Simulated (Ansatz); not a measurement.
Space group Cmce (No. 64). a = 6.528 Å, b = 4.141 Å, c = 8.263 Å, α = 90.00°, β = 90.00°, γ = 90.00°
| atom | site | symmetry | x | y | z |
| --- | --- | --- | --- | --- | --- |
| Cl | 8f | m.. | 0.5000 | 0.6195 | 0.1059 |

Equation of state of this Cl structure (not necessarily the ground state), with shape and atoms relaxed at each volume where symmetry leaves them free. These are results of DFT r2SCAN, scalar-relativistic, plane waves, PAW in Ansatz, not measurements.

Settings: cutoff 500 eV, Γ-centred mesh 6×6×4 on the computed 4-atom cell, Gaussian smearing of 0.02 eV; no spin polarisation.

| V (Å³/atom) | E − E(largest V) (meV/atom) | P (GPa) | gap on mesh (eV) |
| --- | --- | --- | --- |
| 26.250 | 0.88 | 0.55 | 2.62 |
| 27.088 | -1.16 | 0.25 | 2.63 |
| 27.925 | -1.78 | 0.01 | 2.65 |
| 28.763 | -1.30 | -0.17 | 2.67 |
| 29.601 | 0.00 | -0.31 | 2.69 |

**Question.** Fit a third-order Birch–Murnaghan equation to E(V).

**Answer.** V0 = 27.94 Å³/atom, B0 = 7 GPa, B0' = 8.1. Weakly bound parts are held here without a dispersion correction, so V0, B0 and B0' are rough as values of the real crystal.

The cell holds molecules, and r2SCAN describes their binding at middle range but leaves out its long-range dispersion part.

The gaps are read on the mesh, which can miss the band edges, so they can be too wide.

Cost: 5 runs of about 5.3 core-minutes in all, on Arm Neoverse V1 (shared hosts).